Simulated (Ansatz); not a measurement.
**All-electron card of Hg**

```
CELL_PARAMETERS angstrom
4.54000 0.00000 0.00000
-2.27000 3.93176 0.00000
0.00000 0.00000 3.87000
ATOMIC_POSITIONS crystal
Hg 0.33333 0.66667 0.50000
Hg 0.00000 0.00000 0.00000
Hg 0.66667 0.33333 0.50000
```

Atoms are numbered in the order listed.

The geometry is COD entry 1538509, unchecked; take it as a test cell.

Spin–orbit coupling is left out, though it moves levels of the heavy atoms by tenths of an eV or more.

Computed with Ansatz 0.2.0, DFT, PBEsol, all-electron LAPW, scalar-relativistic.

Numerical set-up: a Γ-centred 8×8×9 k mesh, Fermi–Dirac smearing of 0.05 eV, basis error target 0.5 meV/atom, no spin polarisation.

```json
{"Band gap": "none: bands cross the Fermi level, a metal", "Volume per atom": "155.4 bohr³"}
```

Problem. Predict this quantity. Pressure at this cell.

Solution. 7.78 GPa.

Problem. Give the computed value. Stress xx, yy, zz (compression positive).

Solution. 11.93, 11.93, -0.51 GPa.

Problem. Predict this quantity. Density of states at the Fermi level (0.2 eV bin).

Solution. 0.80 states/eV per cell.
